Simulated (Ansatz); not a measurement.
The relaxed structure here is a generated cell of Cu: the first start was made by placing the elements on the sites of a structure type, and the end was not matched to a known phase here, so it may be hypothetical. Known forms of Cu include space group No. 225.

A relaxed cell of Cu (P6₃/mmc (No. 194)), relaxed on a k-mesh at least as fine as the one used below. All values below come from r2SCAN (plane waves to 500 eV, PAW, scalar-relativistic; Ansatz, an electronic-structure program). Γ-centred k-mesh 8×15×4 on the run's cell (coarser than for final values), Fermi–Dirac smearing 0.05 eV.

```
CELL_PARAMETERS angstrom
      5.04847     0.00000     0.00000
     -1.26212     2.18605     0.00000
      0.00000     0.00000     8.29372
ATOMIC_POSITIONS crystal
  Cu 0.00000 0.00000 0.00000
  Cu 0.50000 0.00000 0.00000
  Cu 0.00000 0.00000 0.50000
  Cu 0.50000 0.00000 0.50000
  Cu 0.16667 0.66667 0.25000
  Cu 0.66667 0.66667 0.25000
  Cu 0.33333 0.33333 0.75000
  Cu 0.83333 0.33333 0.75000
```

The atoms are displaced by (Å):

```tsv
atom	ux	uy	uz
Cu1	0.153	0.140	0.115
Cu2	-0.100	-0.011	0.125
Cu3	0.007	0.093	-0.004
Cu4	-0.051	-0.003	0.113
Cu5	-0.097	0.072	0.110
Cu6	-0.010	-0.036	0.042
Cu7	-0.047	-0.094	0.047
Cu8	0.007	-0.158	-0.054
```

Task: What forces (eV/Å) and pressure result?

Result: 
```tsv
atom	Fx	Fy	Fz
Cu1	-2.12	-1.16	-0.35
Cu2	1.91	0.96	-0.58
Cu3	-0.54	-0.55	0.34
Cu4	0.41	0.28	-0.58
Cu5	0.40	-0.20	-0.17
Cu6	-0.20	0.28	0.21
Cu7	0.20	0.05	0.20
Cu8	-0.06	0.33	0.92
```

Pressure +3.7 GPa.

Task: Estimate the energy cost of the displacement in the harmonic approximation and compare with the calculation.

Result: For a harmonic well ΔE = −½ Σ F·u = 0.561 eV a cell, or 70 meV/atom. The calculated energy relative to the undisplaced cell is +0.07 eV/atom, so the harmonic estimate holds well.

No spin polarisation in the result.

The run that gave the undisplaced cell could not lose the symmetry of its start; a randomly shaken copy of 8 atoms returns to this structure.
